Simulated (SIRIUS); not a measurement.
Worked example: self-consistent single point of the (001) slab of Ta (cut from a parent of space group no. 229; 4 atoms in the cell) in SIRIUS.

Level of theory: LDA (PW92), GBRV LDA ultrasoft pseudopotentials (plane waves; SIRIUS).

```
Ta
1.0
    3.30986     0.00000     0.00000
    0.00000     3.30986     0.00000
    0.00000     0.00000    18.96480
Ta
4
Direct
  0.00000   0.00000   0.45637
  0.50000   0.50000   0.36911
  0.00000   0.00000   0.63089
  0.50000   0.50000   0.54363
```

Reference input (self-consistent single point, DFT, LDA (PW92), plane waves, GBRV LDA ultrasoft pseudopotentials): parameters.ngridk = 8 8 1; parameters.xc_functionals = [XC_LDA_X, XC_LDA_C_PW]; parameters.gk_cutoff = 6.325 1/bohr; parameters.pw_cutoff = 14.143 1/bohr; parameters.smearing = fermi_dirac; parameters.smearing_width = 0.00367493 Ha; potentials = GBRV LDA ultrasoft pseudopotentials; parameters.electronic_structure_method = pseudopotential; parameters.num_bands = 31; parameters.num_mag_dims = 0; parameters.num_dft_iter = 100; parameters.energy_tol = 1e-07 Ha. This run's input differs from it in these lines:

```diff
@@ -16,3 +16,3 @@
     "pw_cutoff": 14.143,
-    "ngridk": [8, 8, 1],
+    "ngridk": [6, 6, 1],
     "smearing": "fermi_dirac",
```

Log, with long lists cut:

```
[find] density tolerance         : 1e-06
[find] total energy tolerance    : 1e-07
[find] iter_solver_tol (initial) : 0.01
[find] iter_solver_tol (target)  : 1e-13
[find] num_dft_iter              : 100
Charges and magnetic moments
--------------------------------------------------------------------------------
total charge          : 52.000000
[find] | SCF iteration   0 out of 100|
[diagonalize] iterative solver tolerance (occupied, empty): 0.01 0.01
[diagonalize] average number of iterations: 1
Warning in function "xc_rg_nonmagnetic" at src/potential/xc.cpp:62
Interstitial charge density has negative values
most negatve value : -4.60507e-05
   [... lines left out ...]

[find] Charges and magnetic moments
[find] total charge          : 52.000000
[find] Energy
[find] smearing (-TS)                 :      -0.00703168
[find] Total energy                   :    -283.68976411 (Ha),    -567.37952823 (Ry)
[find] Free energy (E-TS)             :    -283.69679580 (Ha),    -567.39359159 (Ry)
[find] band gap (eV)                  :       0.00000000
[find] Efermi                         :       0.14595140
[find] iteration : 28, RMS (target) : 6.4741e-07 (1.0000e-06) , energy difference (target) : 2.4233e-08 (1.0000e-07)
[find] bands are converged : true
[find] iterative solver converged : false
[find] converged after 29 SCF iterations!
[find] Charges and magnetic moments
[find] total charge          : 52.000000
[find] Energy
[find] smearing (-TS)                 :      -0.00703168
[find] Total energy                   :    -283.68976411 (Ha),    -567.37952823 (Ry)
[find] Free energy (E-TS)             :    -283.69679580 (Ha),    -567.39359159 (Ry)
[find] band gap (eV)                  :       0.00000000
[find] Efermi                         :       0.14595140
[ground_state] === stress tensor components [kbar] ===
[ground_state] === stress_total ===
[ground_state]    92.006882   -0.000000    0.000000
[ground_state]    -0.000000   92.006882    0.000000
[ground_state]     0.000000    0.000000   61.437691
[ground_state] ==== total Forces in Ha/bohr =====
[ground_state] atom:    0, force:       0.0000000      0.0000000     -0.0116304
[ground_state] atom:    1, force:       0.0000000     -0.0000000      0.0314921
[ground_state] atom:    2, force:      -0.0000000      0.0000000     -0.0314921
[ground_state] atom:    3, force:       0.0000000     -0.0000000      0.0116304
```

The run converged in 29 iterations. SIRIUS prints the stress tensor with tension positive. Against the reference run the free energy goes up by 6.1 meV/atom and the largest force goes from 1.636 to 1.619 eV/Å.

Forces above 1 eV/Å remain at this geometry. This run is one point of a test of settings, so its values need not be converged; read them against the reference run alone. No clean gap shows at this smearing width and mesh (spacing up to 0.32 Å⁻¹); the mesh is coarse for partly filled bands, so the values carry mesh errors.

Cost on one core: around 2.7 core-minutes (rough).
